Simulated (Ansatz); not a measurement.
NbP:
```cif
data_Nb4P4
_chemical_formula_sum 'Nb4 P4'
_space_group_name_H-M_alt 'I41md'
_space_group_IT_number 109
_space_group_name_Hall 'I 4bw -2'
_cell_length_a 3.33983
_cell_length_b 3.33983
_cell_length_c 11.44985
_cell_angle_alpha 90.000
_cell_angle_beta 90.000
_cell_angle_gamma 90.000
loop_
_atom_site_label
_atom_site_type_symbol
_atom_site_symmetry_multiplicity
_atom_site_Wyckoff_symbol
_atom_site_fract_x
_atom_site_fract_y
_atom_site_fract_z
_atom_site_occupancy
Nb1 Nb 4 a 0.00000 0.00000 0.74944 1
P1 P 4 a 0.00000 0.00000 0.16656 1
```
(The calculation used a cell of 4 atoms; values per cell refer to that cell.)

Relaxed at zero pressure with r²SCAN (plane waves, PAW; program Ansatz).

### Question
The volume is lowered by 6 % and shape and atoms relax at that volume. What pressure results, and how do the axes share the change?

### Answer
13.6 GPa; a -1.7 %, b -1.7 %, c -2.7 %; the energy rises by 39 meV/atom.

### Question
Give the new structure.

### Answer

Space group I4₁md (No. 109); a = b = 3.2835 Å, c = 11.1351 Å, α = β = γ = 90.00°

| atom | site | symmetry | x | y | z |
|---|---|---|---|---|---|
| Nb | 4a | 2mm. | 0.0000 | 0.0000 | 0.7491 |
| P | 4a | 2mm. | 0.0000 | 0.0000 | 0.1669 |

The phase is kept; no other phase was compared at this pressure.

Space group I4_1md. The r²SCAN relaxation kept the symmetry of its start. No spin polarisation was allowed.

Potentials: the later of the program's two PAW sets.
